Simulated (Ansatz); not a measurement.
Ti (hcp, Mg type)

```yaml
crystal:
  lattice:
    - [2.93588, 0.00000, 0.00000]
    - [-1.46794, 2.54255, 0.00000]
    - [0.00000, 0.00000, 4.63656]
  atoms:
    - { symbol: Ti, position: [0.33333, 0.66667, 0.75000] }
    - { symbol: Ti, position: [0.66667, 0.33333, 0.25000] }
```

Two-dimensional scan of atom 2 (Ti, nearest neighbour Ti at 2.872 Å; its periodic images, 2.9 Å or more away, move with it): u runs along (1.000, 0.000, 0.000), v along (0.000, 1.000, 0.000) (Cartesian). Cell and other atoms are fixed.

Calculation: r2SCAN (plane waves to 500 eV, PAW, scalar-relativistic; Ansatz, a quantum-chemistry and plane-wave program). k mesh 15×15×8 (Γ-centred), Fermi-Dirac smearing 0.05 eV. E stands for the smeared free energy. With partly filled bands, energies and forces of such displacements shift with the k mesh and the smearing. Ti is run without spin polarisation. Ti was relaxed with its symmetry unable to fall. The last digit holds for this mesh only.

Changes of ΔE (meV/cell) from the point u = 0.000 Å, v = 0.000 Å when one coordinate moves alone (two changes are said to add if the coupling is within 5 % of the smaller one, nearly so within 20 %):

```json
[
 {"point": "u = 0.000 Å, v = -0.430 Å", "change": "137.6"},
 {"point": "u = 0.000 Å, v = -0.215 Å", "change": "43.0"},
 {"point": "u = -0.430 Å, v = 0.000 Å", "change": "135.6"},
 {"point": "u = -0.215 Å, v = 0.000 Å", "change": "41.9"},
 {"point": "u = 0.215 Å, v = 0.000 Å", "change": "41.9"},
 {"point": "u = 0.430 Å, v = 0.000 Å", "change": "135.6"},
 {"point": "u = 0.000 Å, v = 0.215 Å", "change": "40.7"},
 {"point": "u = 0.000 Å, v = 0.430 Å", "change": "138.7"}
]
```

Task: What is the change at u = -0.215 Å, v = 0.430 Å, where both move, and how far is it from the sum?

Result: The sum of the single changes is 41.9 + (138.7) = 180.6; the calculation gives 160.0, so the coupling contributes -20.6 (over 20 % of the smaller single change, not additive).

Task: Do the two effects add at u = -0.430 Å, v = 0.430 Å? Give the computed change.

Result: The sum of the single changes is 135.6 + (138.7) = 274.3; the calculation gives 241.3, so the coupling contributes -33.0 (over 20 % of the smaller single change, not additive).

Task: What is the change at u = 0.215 Å, v = 0.215 Å, where both move, and how far is it from the sum?

Result: The sum of the single changes is 41.9 + (40.7) = 82.6; the calculation gives 78.7, so the coupling contributes -3.9 (under 20 % of the smaller single change, nearly additive).

(A displaced cell: forces are minus the slopes of the energy, force constants its curvatures, and phonons follow from these.)
